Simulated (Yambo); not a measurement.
```xyz
9
Lattice="5.6851 0.0000 0.0000 -2.8425 4.9234 0.0000 0.0000 0.0000 4.5902" Properties=species:S:1:pos:R:3 pbc="T T T"
F      1.3509     0.7800     3.5450
F      1.4916     4.1434     1.0452
F      4.3341     0.7800     3.5450
F     -1.4916     4.1434     1.0452
F      2.8425     3.3635     3.5450
F      0.0000     1.5599     1.0452
K      0.0000     3.2823     3.2030
K      2.8425     1.6411     1.3872
Ti     0.0000     0.0000     0.0000
```

The geometry is that of Materials Project entry mp-3970, symmetrised and not relaxed again.

Q: Where are the main features of Im ε from RPA with local fields on LDA bands shifted by a G0W0 scissor of 4.53 eV (Yambo; 3×3×4 mesh, 111 bands, 3 Ry local-field block, 0.2 eV broadening; field along x)?

A: Peaks at 10.8 eV (1.0), 11.4 eV (1.2), 14.4 eV (4.6), 16.1 eV (1.7), heights in brackets. Peak heights and small wiggles depend on the k mesh. Convergence of the RPA response with its 3×3×4 mesh was not tested. The scissor comes from a G0W0 run whose convergence isn't established. No excitonic effects at this level.
